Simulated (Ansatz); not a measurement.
Ti (hcp, Mg type)

```yaml
crystal:
  lattice:
    - [2.93885, 0.00000, 0.00000]
    - [-1.46943, 2.54512, 0.00000]
    - [0.00000, 0.00000, 4.64996]
  atoms:
    - { symbol: Ti, position: [0.33333, 0.66667, 0.75000] }
    - { symbol: Ti, position: [0.66667, 0.33333, 0.25000] }
```

Grid over V/V₀ and (c/a)/(c/a)₀, subscript 0 meaning the relaxed cell; the conventional c axis lies along z; no internal relaxation.

All values below come from PBE (plane waves to 420 eV, PAW, scalar-relativistic; Ansatz, a quantum-chemistry and plane-wave program). k mesh 18×18×10 (Γ-centred), Fermi-Dirac smearing 0.05 eV. Stress and pressure are positive under compression. With partly filled bands, the response to shear is sensitive to the k mesh, so small differences along c/a are uncertain. The PAW data are Ansatz's earlier set. Ti is run without spin polarisation. Ti was relaxed with its symmetry unable to fall.

At one point of the scan the stress tensor (GPa) is:

```
   -7.4      0.0      0.0
    0.0     -7.4      0.0
    0.0      0.0     -7.6
```

Which point is it?
A) V/V₀ = 1.000, (c/a)/(c/a)₀ = 1.040
B) V/V₀ = 1.040, (c/a)/(c/a)₀ = 1.040
C) V/V₀ = 1.080, (c/a)/(c/a)₀ = 1.000
D) V/V₀ = 1.040, (c/a)/(c/a)₀ = 1.020

C, V/V₀ = 1.080, (c/a)/(c/a)₀ = 1.000

(Under strain, the slope of the energy per volume gives the stress and its curvature an elastic modulus.)
